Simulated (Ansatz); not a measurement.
SiO₂:
```cif
data_O18Si9
_chemical_formula_sum 'Si9 O18'
_space_group_name_H-M_alt 'R32 :H'
_space_group_IT_number 155
_space_group_name_Hall 'R 3 2"'
_cell_length_a 7.99459
_cell_length_b 7.99459
_cell_length_c 7.86224
_cell_angle_alpha 90.000
_cell_angle_beta 90.000
_cell_angle_gamma 120.000
loop_
_atom_site_label
_atom_site_type_symbol
_atom_site_symmetry_multiplicity
_atom_site_Wyckoff_symbol
_atom_site_fract_x
_atom_site_fract_y
_atom_site_fract_z
_atom_site_occupancy
Si1 Si 9 e 0.78518 0.78518 0.50000 1
O1 O 9 e 0.19103 0.19103 0.50000 1
O2 O 9 d 0.00000 0.33361 0.00000 1
```
(The calculation used a cell of 9 atoms; values per cell refer to that cell.)

Relaxed with PBEsol. PBEsol (plane waves, PAW; program Ansatz) gives a gap of 5.65 eV.

Q: What gap does HSE06 give on the same cell (Ansatz, PAW)?

A: 7.39 eV, 1.74 eV more. The hybrid was solved on a coarser mesh and at special points; its gap is the smallest among all of these.

```csv
k,v1 PBEsol,c1 PBEsol,v1 HSE06,c1 HSE06
Γ,0.00,5.65,0.00,7.39
T,-0.79,8.79,___,___
P0,-0.39,8.63,___,___
L,-0.05,7.22,___,___
F,-0.16,7.93,___,___
```

Q: Top valence (v1) and lowest conduction level (c1) in eV from each method's valence maximum (which need not be a listed point): supply the withheld HSE06 values.

A: 
- F, v1 HSE06: -0.17
- F, c1 HSE06: 9.75
- P0, v1 HSE06: -0.41
- P0, c1 HSE06: 10.27
- T, v1 HSE06: -0.84
- T, c1 HSE06: 10.38
- L, v1 HSE06: -0.06
- L, c1 HSE06: 9.09

Cost on shared cores: the PBEsol run (SCF on a 6×6×6 mesh, then bands and DOS) about 2.2 core-minutes (a rough figure), the HSE06 run (SCF on 3×3×3, then a few points) around 2.6 core-minutes (rough); the tasks are unlike.

The workflow started from a Materials Project entry (that database holds measured and hypothetical structures alike); the Crystallography Open Database copy checked does not list it. It is not the phase usual at ambient conditions (space group No. 92, 152, 154). The cell was relaxed with PBEsol under the symmetry of its start; its stability against distortions is not shown here.

Potentials: the later of the program's two PAW sets.
